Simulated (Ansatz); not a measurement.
SiGe₂, ordered on the diamond lattice with 6 atoms a cell, 6 atoms and 64 valence electrons in a cell of about 131 Å³, was run 7 times in the plane-wave code Ansatz, each time on 4 threads of Arm Neoverse V2, on a shared host.

```
                  run   k mesh  irreducible k  cutoff (eV)  plane waves  bands  SCF iterations  wall time  peak host memory (GiB)
      relaxation, PBE  12×12×4             69          420         2649     39              48       34 s                    0.48
   relaxation, r2SCAN    6×6×2             14          500         3281     39              30       12 s                    0.57
           bands, PBE  12×12×4             69          420         2577     37               8      7.3 s                    0.49
 single point, r2SCAN  12×12×4             69          500         3281     37               7       12 s                    0.74
  single point, HSE06    6×6×2             14          420         2577     37              19          ?                       ?
single point, PBE+SOC  12×12×4             69          420         2577     74               9          ?                       ?
   single point, PBE0    6×6×2             14          420         2577     37              20          ?                       ?
```

Problem. What time and memory did the runs marked ? need?

Solution.
```json
{"run": "single point, HSE06", "wall time": "98 s", "peak host memory (GiB)": "2"}
{"run": "single point, PBE0", "wall time": "110 s", "peak host memory (GiB)": "2"}
{"run": "single point, PBE+SOC", "wall time": "61 s", "peak host memory (GiB)": "1.4"}
```

Only the levels marked +SOC include spin-orbit coupling.
